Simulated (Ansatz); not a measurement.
Pb:
```xyz
1
Lattice="0.0000 2.4856 2.4856 2.4856 0.0000 2.4856 2.4856 2.4856 0.0000" Properties=species:S:1:pos:R:3 pbc="T T T"
Pb     0.0000     0.0000     0.0000
```

Relaxed with r²SCAN+D4. Special points in fractions of this cell's reciprocal vectors: Γ (0.000, 0.000, 0.000); X (0.500, 0.000, 0.500); U (0.625, 0.250, 0.625); K (0.375, 0.375, 0.750); L (0.500, 0.500, 0.500); W (0.500, 0.250, 0.750).

Task: List the band energies nearest the Fermi level at these points for plane-wave PAW r²SCAN+D4 (Ansatz code).

Result: In eV from the Fermi level; about four levels below and three above (degenerate sets whole), none deeper than 8.9 eV; … stands for higher levels left out; points with the same levels are listed once.

```csv
k,below,above
Γ,–,7.59 7.59 7.59
X,-7.02 -3.45,2.06 2.06 …
U,-7.11 -2.43 -1.27,3.02 …
L,-8.50 -4.36,5.68 5.68 …
W,-6.92 -1.48 -1.48,0.33 …
```

Space group Fm-3m (fcc (Cu type)). The r²SCAN+D4 relaxation kept the symmetry of its start. The pairwise dispersion correction was not fitted to metals. Spin–orbit coupling is left out wherever it is not named.

Potentials: the later of the program's two PAW sets.
